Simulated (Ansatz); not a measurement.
**GaNi under pressure**

All numbers below come from DFT LDA, scalar-relativistic, plane waves, PAW in Ansatz 0.2.0. Plane waves to 420 eV; Γ-centred k mesh 14×14×14; Fermi-Dirac smearing of 0.15 eV. No spin polarisation. Phonons by linear response, acoustic sum rule imposed.

The cell, relaxed at this level:
```cif
data_structure
_symmetry_space_group_name_H-M 'Pm-3m'
_symmetry_Int_Tables_number 221
_cell_length_a 2.8423
_cell_length_b 2.8423
_cell_length_c 2.8423
_cell_angle_alpha 90.000
_cell_angle_beta 90.000
_cell_angle_gamma 90.000
_cell_volume 22.96
loop_
_atom_site_label
_atom_site_type_symbol
_atom_site_symmetry_multiplicity
_atom_site_Wyckoff_symbol
_atom_site_fract_x
_atom_site_fract_y
_atom_site_fract_z
_atom_site_occupancy
Ga1 Ga 1 a 0.00000 0.00000 0.00000 1
Ni1 Ni 1 b 0.50000 0.50000 0.50000 1
```

In a metal, frequencies and elastic constants depend on the k mesh and the smearing, soft modes and shear constants most. Spin polarisation was left out, and a magnetic state may lie lower.

Optical modes at Γ (cm⁻¹) at zero pressure: 218.

Task: Under hydrostatic pressure the same modes lie at 232 cm⁻¹. What is the pressure, and how much has the cell shrunk?

Result: 5 GPa; the volume is 2.4 % smaller.